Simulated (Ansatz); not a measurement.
AlH₃:
```yaml
crystal:
  lattice:
    - [2.21605, 1.27944, 3.92067]
    - [-2.21605, 1.27944, 3.92067]
    - [0.00000, -2.55888, 3.92067]
  atoms:
    - { symbol: Al, position: [0.50000, 0.50000, 0.50000] }
    - { symbol: Al, position: [0.00000, 0.00000, 0.00000] }
    - { symbol: H, position: [0.37746, 0.75000, 0.12254] }
    - { symbol: H, position: [0.62254, 0.25000, 0.87746] }
    - { symbol: H, position: [0.12254, 0.37746, 0.75000] }
    - { symbol: H, position: [0.87746, 0.62254, 0.25000] }
    - { symbol: H, position: [0.75000, 0.12254, 0.37746] }
    - { symbol: H, position: [0.25000, 0.87746, 0.62254] }
```

This is the r²SCAN-relaxed structure. Cartesian axes are those of the cell as given.

**Question.** All from r²SCAN in the plane-wave PAW code Ansatz, unless another level is named. Predict the band gap.

**Answer.** 3.01 eV (indirect).

**Question.** What about the valence-band maximum?

**Answer.** off the standard path, at k = (0.078, 0.344, 0.406).

**Question.** Predict the weight of the valence-edge state by species (Voronoi cells).

**Answer.** H 94 %, Al 6 %.

Space group R-3c. The workflow started from a Materials Project entry (that database holds measured and hypothetical structures alike); the Crystallography Open Database files this formula in space group No. 167, but the cells were not matched. Whether it is the stable phase at ambient conditions was not checked. Symmetry was held in the r²SCAN relaxation; phonons on a q-mesh show no instability.

Potentials: the later of the program's two PAW sets.
